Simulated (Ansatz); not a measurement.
**Relaxing a structure of Os**

The start is a generated cell, Os placed in the beta-W structure type. The cell and all atomic positions are relaxed at zero pressure with r2SCAN (plane waves to 500 eV, PAW, scalar-relativistic; Ansatz, a quantum-chemistry and plane-wave program). The first steps use a coarse 7×7×7 k-mesh.

Input geometry:
```yaml
crystal:
  lattice:
    - [4.85969, 0.00000, 0.00000]
    - [0.00000, 4.85969, 0.00000]
    - [0.00000, 0.00000, 4.85969]
  atoms:
    - { symbol: Os, position: [0.25000, 0.00000, 0.50000] }
    - { symbol: Os, position: [0.75000, 0.00000, 0.50000] }
    - { symbol: Os, position: [0.00000, 0.50000, 0.25000] }
    - { symbol: Os, position: [0.00000, 0.50000, 0.75000] }
    - { symbol: Os, position: [0.50000, 0.25000, 0.00000] }
    - { symbol: Os, position: [0.50000, 0.75000, 0.00000] }
    - { symbol: Os, position: [0.00000, 0.00000, 0.00000] }
    - { symbol: Os, position: [0.50000, 0.50000, 0.50000] }
```

Q: How large is the pressure on the unrelaxed cell, and of which sign?

A: +3.9 GPa (positive: the cell is compressed).

Q: By how much does the energy per atom fall from start to end?

A: Under 0.01 eV/atom.

Q: How does the volume per atom move from start to end?

A: +1.0 %, from 14.35 to 14.49 Å³/atom.

Q: Is the relaxed structure metallic? Give its gap.

A: No gap (metallic).

Q: Write out the relaxed structure.

A: 
Space group Pm-3n (No. 223); a = b = c = 4.876 Å, α = β = γ = 90.00°

```
atom  site  symmetry       x       y       z
----  ----  --------  ------  ------  ------
Os      6c     -4m.2  0.0000  0.5000  0.2500
Os      2a      m-3.  0.0000  0.0000  0.0000
```

The space group stays Pm-3n (No. 223) (the run could not lower it), with 8 atoms in the primitive cell. Final values are on a 10×10×10 k-mesh of the relaxed cell. No spin polarisation in the result.

The run could not lose the symmetry of its start: the end is stationary, and may be a saddle point rather than a minimum.

All atoms sit on sites fixed by symmetry, so only the cell could relax.

The relaxed structure here is a generated cell of Os: the first start was made by placing the elements on the sites of a structure type, and the end was not matched to a known phase here, so it may be hypothetical. Known forms of Os include space group No. 194.
